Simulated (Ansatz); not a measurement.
Tc:
```
Tc
1.0
    2.72982     0.00000     0.00000
   -1.36491     2.36409     0.00000
    0.00000     0.00000     4.36831
Tc
2
Direct
  0.33333   0.66667   0.75000
  0.66667   0.33333   0.25000
```

Relaxed with PBE+D3(BJ). Special points in fractions of this cell's reciprocal vectors: Γ (0.000, 0.000, 0.000); M (0.500, 0.000, 0.000); K (0.333, 0.333, 0.000); A (0.000, 0.000, 0.500); L (0.500, 0.000, 0.500); H (0.333, 0.333, 0.500).

Task: List the band energies nearest the Fermi level at these points for plane-wave PAW PBE+D3(BJ) (Ansatz code).

Result: In eV from the Fermi level; about four levels below and three above (degenerate sets whole), none deeper than 8.9 eV; … stands for higher levels left out; points with the same levels are listed once.

```
k                    below                above
-  -----------------------  -------------------
Γ  -0.83 -0.83 -0.14 -0.14               1.76 …
M  -1.95 -1.13 -0.92 -0.48       3.00 3.42 3.44
K  -2.93 -1.90 -1.90 -0.02       2.38 2.38 2.80
A  -1.72 -1.72 -1.72 -1.72                    …
L  -5.39 -5.39 -3.75 -3.75  0.14 0.14 1.47 1.47
H  -1.78 -1.78 -0.09 -0.09          2.67 2.67 …
```

Space group P6_3/mmc (hcp (Mg type)). Symmetry was held in the PBE+D3(BJ) relaxation. The run is not spin-polarised. The pairwise dispersion correction was not fitted to metals. Scalar-relativistic: spin–orbit coupling is off unless named, which matters more the heavier the elements.

Potentials: the earlier of the program's two PAW sets.
